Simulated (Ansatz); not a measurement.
SrVO$_{3}$ (cubic perovskite, Pm-3m), PBE (plane waves, PAW; program Ansatz), all energies at zero smearing, with the estimated change up to a 700 eV cutoff added, with one set of potentials and settings (totals compare only within such a set). Cell of 5 atoms (1 Sr, 1 V, 3 O): -8165.278 eV.

```tsv
element	reference phase	E (eV/atom)
Sr	C2/m, 3 atoms in the cell	-3544.2201
V	Im-3m, 1 atoms in the cell	-2912.4140
O	C2/m, 4 atoms in the cell, spin-polarised	-565.0000
```

Formation energy per atom, worked out: (-8165.278 − 1×(-3544.2201) − 1×(-2912.4140) − 3×(-565.0000))/5 = -2.729 eV/atom (-263 kJ per mol of atoms), at 0 K, without zero-point energy or fitted corrections.

The PBE relaxation kept the symmetry of its start; of distortions, only those at the zone centre were tested. The workflow began spin-polarised and lost its moments. No Hubbard U is applied. The references are the lowest solids computed at this level, not always the standard phases (solids in place of the gases).

Potentials: the later of the program's two PAW sets.
